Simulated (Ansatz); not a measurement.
This cell of Au (fcc, Cu type) is off equilibrium:

```xyz
1
Lattice="0.0000 2.0612 2.0612 2.0612 0.0000 2.0612 2.0612 2.0612 0.0000" Properties=species:S:1:pos:R:3 pbc="T T T"
Au     0.0000     0.0000     0.0000
```

Method: PBE (plane waves to 420 eV, PAW, scalar-relativistic; Ansatz, a quantum-chemistry and plane-wave program). k mesh 19×19×19 (Γ-centred), Fermi-Dirac smearing 0.05 eV. E stands for the smeared free energy. Compression counts positive. Au was relaxed with its symmetry unable to fall. Spin-orbit coupling is left out, though Au is heavy. The PAW data are Ansatz's earlier set.

Give the stress tensor in GPa and the pressure.


```
    3.8      0.0      0.0
    0.0      3.8      0.0
    0.0      0.0      3.8
```
The pressure, a third of the trace, is 3.8 GPa.

It is the relaxed cell scaled evenly to V/V₀ = 0.975, atoms relaxed where free. What is its energy relative to the relaxed cell?

5 meV/atom.

(A scan under strain: stresses follow from slopes of the energy per volume, elastic moduli from its curvatures.)
